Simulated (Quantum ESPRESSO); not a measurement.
pw.x input (Quantum ESPRESSO 7.5; PBEsol, PseudoDojo standard norm-conserving files, fully relativistic):

```
&CONTROL
  calculation = 'scf'
  pseudo_dir = './pseudo'
  outdir = './out'
  tprnfor = .true.
  tstress = .true.
/
&SYSTEM
  ibrav = 0
  nat = 2
  ntyp = 2
  ecutwfc = 72.0
  ecutrho = 288.0
  occupations = 'smearing'
  smearing = 'fd'
  degauss = 0.002
  nbnd = 14
  noncolin = .true.
  lspinorb = .true.
/
&ELECTRONS
  conv_thr = 2e-10
/
ATOMIC_SPECIES
H 1.0080 H.upf
Rb 85.4678 Rb.upf
CELL_PARAMETERS angstrom
  0.000000000000   3.004080000000   3.004080000000
  3.004080000000   0.000000000000   3.004080000000
  3.004080000000   3.004080000000   0.000000000000
ATOMIC_POSITIONS crystal
H   0.000000000000   0.000000000000   0.000000000000
Rb   0.500000000000   0.500000000000   0.500000000000
K_POINTS automatic
8 8 8 0 0 0
```

End of the output:

```
     total energy              =     -55.26541993 Ry
     estimated scf accuracy    <       0.00003084 Ry
     total energy              =     -55.26542678 Ry
     estimated scf accuracy    <       0.00000052 Ry
     total energy              =     -55.26542708 Ry
     estimated scf accuracy    <       0.00000003 Ry
[...]
     the Fermi energy is     3.9583 ev
!    total energy              =     -55.26542708 Ry
     estimated scf accuracy    <          1.4E-10 Ry
     smearing contrib. (-TS)   =       0.00000000 Ry
     internal energy E=F+TS    =     -55.26542708 Ry
     The total energy is F=E-TS. E is the sum of the following terms:
     one-electron contribution =     -16.03407375 Ry
     hartree contribution      =      10.28699482 Ry
     xc contribution           =     -14.67761761 Ry
     ewald contribution        =     -34.84073054 Ry
     convergence has been achieved in   7 iterations
     Forces acting on atoms (cartesian axes, Ry/au):
     atom    1 type  1   force =     0.00000000    0.00000000    0.00000000
     atom    2 type  2   force =     0.00000000    0.00000000   -0.00000000
     Total force =     0.000000     Total SCF correction =     0.000000
     Computing stress (Cartesian axis) and pressure
          total   stress  (Ry/bohr**3)                   (kbar)     P=       -4.78
  -0.00003250   0.00000000   0.00000000           -4.78        0.00        0.00
   0.00000000  -0.00003250   0.00000000            0.00       -4.78        0.00
   0.00000000   0.00000000  -0.00003250            0.00        0.00       -4.78
```
In a gapped system the printed Fermi energy is only some level inside the gap.

Geometry of the Materials Project entry, not relaxed at this level.
